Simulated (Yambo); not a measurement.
A G0W0@PBEsol run in Yambo for YHSe (space group P-6m2, No. 187) under isotropic strain of -3 % on all lattice vectors (6×6×4 Γ-centred k mesh, bands 7 to 96 and a 8 Ry block in the screening, 96 bands in G with the Bruneval-Gonze terminator, plasmon pole fitted at 27.2 eV) gives these matrix elements, in eV, at the band edges (A → Γ):

```csv
state,E0,<Vxc>,<Σx>,<Σc(E0)>,Z
valence edge,0.000,-13.485,-15.797,1.175,0.806
conduction edge,1.349,-11.783,-7.673,-3.714,0.820
```

Problem. Solve the linearised quasiparticle equation for both states, give the gap, and say how exchange and correlation each act on it.

Solution. E = E0 + Z(Σx + Σc − Vxc). Valence: 0.000 + 0.806 × (-15.797 + (1.175) − (-13.485)) = -0.92 eV. Conduction: 1.349 + 0.820 × (-7.673 + (-3.714) − (-11.783)) = 1.67 eV. The gap is 2.59 eV, against 1.35 eV in PBEsol. Replacing Vxc by bare exchange alone would open it by 6.42 eV; correlation takes back 4.89 eV of that, and Z scales what is left. Convergence of the G0W0 settings was not tested. Spin-orbit splittings are left out.

The standard potential for Se keeps a d shell in the valence without the s and p states of that shell. In tests on such compounds this moved G0W0 gaps by up to about 0.9 eV, so absolute quasiparticle energies here are unreliable; differences between settings are what counts.

Geometry strained from the cell relaxed with PBEsol, atoms relaxed again; primitive cell a = 3.681 Å, b = 3.681 Å, c = 3.736 Å, α = 90.00°, β = 90.00°, γ = 120.00°.

The structure is a Materials Project entry; no match was found in the copy of COD used, and its stability was not checked.
